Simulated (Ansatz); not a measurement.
Here is the system:

YSiO:
```cif
data_O2Si2Y2
_chemical_formula_sum 'Y2 Si2 O2'
_space_group_name_H-M_alt 'P 1'
_space_group_IT_number 1
_cell_length_a 3.34886
_cell_length_b 3.34886
_cell_length_c 7.96879
_cell_angle_alpha 90.000
_cell_angle_beta 90.000
_cell_angle_gamma 90.000
loop_
_space_group_symop_operation_xyz
  'x, y, z'
loop_
_atom_site_label
_atom_site_type_symbol
_atom_site_fract_x
_atom_site_fract_y
_atom_site_fract_z
_atom_site_occupancy
Y1 Y 0.00000 0.50000 0.67223 1
Y2 Y 0.50000 0.00000 0.32777 1
Si1 Si 0.00000 0.00000 0.00000 1
Si2 Si 0.50000 0.50000 0.00000 1
O1 O 0.50000 0.00000 0.61301 1
O2 O 0.00000 0.50000 0.38699 1
```

This is the PBEsol-relaxed structure.

Question: All from PBEsol (plane waves, PAW; program Ansatz), unless another level is named. Estimate the bulk modulus (Birch–Murnaghan fit).

Answer: 131 GPa.

Question: Give the highest zone-centre frequency.

Answer: 455 cm^-1.

Space group P4/nmm. The start of the workflow was typed in or built on a structure type; neither database checked (COD, Materials Project) lists it. Whether it is the stable phase at ambient conditions was not checked. Symmetry was held in the PBEsol relaxation; its stability against distortions is not shown here. The run is not spin-polarised. As this level gives no gap, phonon frequencies hold no LO–TO term and depend on the k-mesh and smearing (Fermi–Dirac, 0.1 eV here).

Potentials: the earlier of the program's two PAW sets. The files were generated under PBE; for other functionals the program regenerates the frozen cores, and for LDA and PBEsol the local potential too.
